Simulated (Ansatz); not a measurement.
# BiOs (rocksalt structure)

Method: PBE, scalar-relativistic; no spin polarisation; PAW, 420 eV, 10×10×10 k-mesh, Gaussian smearing of 0.05 eV; code Ansatz; PAW files: Ansatz's generated set soft_2.

```
Os Bi
1.0
     0.00000    2.79585    2.79585
     2.79585    0.00000    2.79585
     2.79585    2.79585    0.00000
Os Bi
1 1
Cartesian
  2.7958 2.7958 2.7958
  0.0000 0.0000 0.0000
```

The structure was built from a prototype; whether the compound forms in it isn't claimed.

The cell above was scaled in volume, its shape and atoms being fixed by the lattice's symmetry. Energies are counted from the cell above.

Cell and atoms are those of this level's equilibrium.

```
V (Å³/atom)  ΔE (meV/atom)  P from the stress (GPa)
     20.652          28.16                     8.01
     20.980          14.39                     5.55
     21.417           3.41                     2.61
     21.854           0.00                     0.00
     22.292           3.31                    -2.32
     22.729          12.62                    -4.37
     23.384          36.29                    -7.00
     24.040          69.80                    -9.17
```

Task: Do the energies and the pressures agree? Compare −ΔE/ΔV between neighbouring points (1 meV/Å³ = 0.1602 GPa) with the mean of their pressures.

Result: 
```
interval (Å³/atom)  −ΔE/ΔV (GPa)  mean P (GPa)
    20.65 to 20.98           6.7           6.8
    20.98 to 21.42           4.0           4.1
    21.42 to 21.85           1.3           1.3
    21.85 to 22.29          -1.2          -1.2
    22.29 to 22.73          -3.4          -3.3
    22.73 to 23.38          -5.8          -5.7
    23.38 to 24.04          -8.2          -8.1
```
They differ by 0.10 GPa at most.

Task: What do the two routes give for V0, B0 and B0′?

Result: A third-order Birch–Murnaghan fit of the energies: V0 = 21.85 Å³/atom, B0 = 123 GPa, B0′ = 5.0. A polynomial of P in ln V, with B = −dP/d ln V at P = 0: V0 = 21.85 Å³/atom, B0 = 123 GPa, B0′ = 5.0.

B0·V0 = 123.3 GPa × 21.85 Å³ = 16.81 eV/atom sets the scale: near the minimum ΔE ≈ ½ B0 V0 x², with x = V/V0 − 1, and a pressure of 1.2 GPa squeezes the volume by about 1 %. At the ends of the curve: x = −5.5 % predicts 25.2 meV/atom and the run gives 28.2; x = +10.0 % predicts 84.6 meV/atom and the run gives 69.8. Compression costs more and expansion less than the parabola says, since the crystal stiffens as it shrinks; B0′ measures that.

These numbers lack spin–orbit coupling. The run is a metal.
